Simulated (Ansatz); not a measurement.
Input and command of a plane-wave DFT calculation in Ansatz:

```yaml
crystal:
  lattice:
    - [-1.8946518192, 1.8946518192, 1.8188657464]
    - [1.8946518192, -1.8946518192, 1.8188657464]
    - [1.8946518192, 1.8946518192, -1.8188657464]
  atoms:
    - { symbol: Sn, position: [0.0, 0.0, 0.0] }
basis:
  ecutwfc: 420
kpoints:
  mp_grid: { grid: [18, 18, 18] }
hamiltonian:
  xc: pbesol
scf:
  occupations: { method: gaussian, width: 0.15 }
output:
  forces: true
  stress: true
  eigenvalues: true
```

```bash
ansatz run input.yaml --threads 1 --pin off --max-ram 2560MiB --backend cpu --events-out ev --progress --plain --runs-dir out
```

Processor: Arm Neoverse V1, 1 thread, on a host shared with other jobs.

Q: How long does it run, and how much memory does it take?

A: About 7.8 s on 1 thread of Arm Neoverse V1 (shared host), peak memory 0.4 GiB. It solves 11 bands at 480 k points (the mesh reduced by symmetry) with about 515 plane waves, in 6 SCF iterations.
